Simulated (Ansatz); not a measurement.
PdOS, PdOSe, PdOTe: one prototype (Janus 2H monolayer), with S, Se, Te on the same site. Each was relaxed with r2SCAN in the plane-wave code Ansatz, and the gaps are read on those cells (d direct, i indirect). All cells are spin-unpolarised, without nuclear motion, and some may be hypothetical.

```json
{"compound": "PdOS", "a (Å)": "3.858", "gap, PBE (eV)": "none (overlap 0.08)", "gap, r2SCAN (eV)": "none (overlap 0.30)"}
{"compound": "PdOSe", "a (Å)": "3.171", "gap, PBE (eV)": "none (overlap 0.25)", "gap, r2SCAN (eV)": "none (overlap 0.27)"}
```

Q: Fill in the row for PdOTe.

A:
```tsv
compound	a (Å)	gap, PBE (eV)	gap, r2SCAN (eV)
PdOTe	3.256	none (overlap 0.99)	none (overlap 1.11)
```
Pd has 3 O at 2.09 Å and 3 Te at 2.88 Å; O has 3 Pd at 2.09 Å; Te has 3 Pd at 2.88 Å and 6 Te at 3.26 Å.

Spin-orbit coupling is left out, which matters wherever the heavy atoms make up the band edges.

Where bands overlap the cell is a metal at that level, and these k meshes limit energies, forces and stress.

For some runs the program warns that the potential is rough where the density is thin, which bears on empty states near the vacuum.
